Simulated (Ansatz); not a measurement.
The end of the path is a generated cell of Sr4As2O: the first start was made by placing the elements on the sites of a structure type, and the end was not matched to a known phase here, so it may be hypothetical.

A geometry of Sr4As2O away from equilibrium: step 2 of the relaxation of a generated cell, Sr4As2O placed in the AFLOW prototype A2BC4_tI14_82_bc_a_g (E3, as in Al2CdS4). The numbers are results of r2SCAN (plane waves to 500 eV, PAW, scalar-relativistic; Ansatz, a quantum-chemistry and plane-wave program), not measurements. Γ-centred k-mesh 6×6×6 on the run's cell (coarser than for final values), Fermi–Dirac smearing 0.05 eV. The plane waves were selected for a different cell earlier on the path.

```yaml
crystal:
  lattice:
    - [-3.04916, 3.04916, 5.64111]
    - [3.04916, -3.04916, 5.64111]
    - [3.04916, 3.04916, -5.64111]
  atoms:
    - { symbol: As, position: [0.50000, 0.50000, 0.00000] }
    - { symbol: As, position: [0.25000, 0.75000, 0.50000] }
    - { symbol: O, position: [0.00000, 0.00000, 0.00000] }
    - { symbol: Sr, position: [0.37835, 0.90757, 0.03319] }
    - { symbol: Sr, position: [0.87438, 0.34516, 0.96681] }
    - { symbol: Sr, position: [0.09243, 0.12562, 0.47078] }
    - { symbol: Sr, position: [0.65484, 0.62165, 0.52922] }
```

**Question.** Give the Cartesian forces on all atoms (eV/Å).

**Answer.** 
```tsv
atom	Fx	Fy	Fz
As1	0.00	0.00	0.00
As2	0.00	0.00	0.00
O3	0.00	0.00	0.00
Sr4	2.13	-0.98	-0.79
Sr5	-2.13	0.98	-0.79
Sr6	-0.98	-2.13	0.79
Sr7	0.98	2.13	0.79
```

The path ends in I-4 (No. 82). No spin polarisation in the result.

The run could not lower the symmetry of its start; a shaken copy of this end point relaxes with r2SCAN to P-4 (No. 81), 344 meV/atom lower.
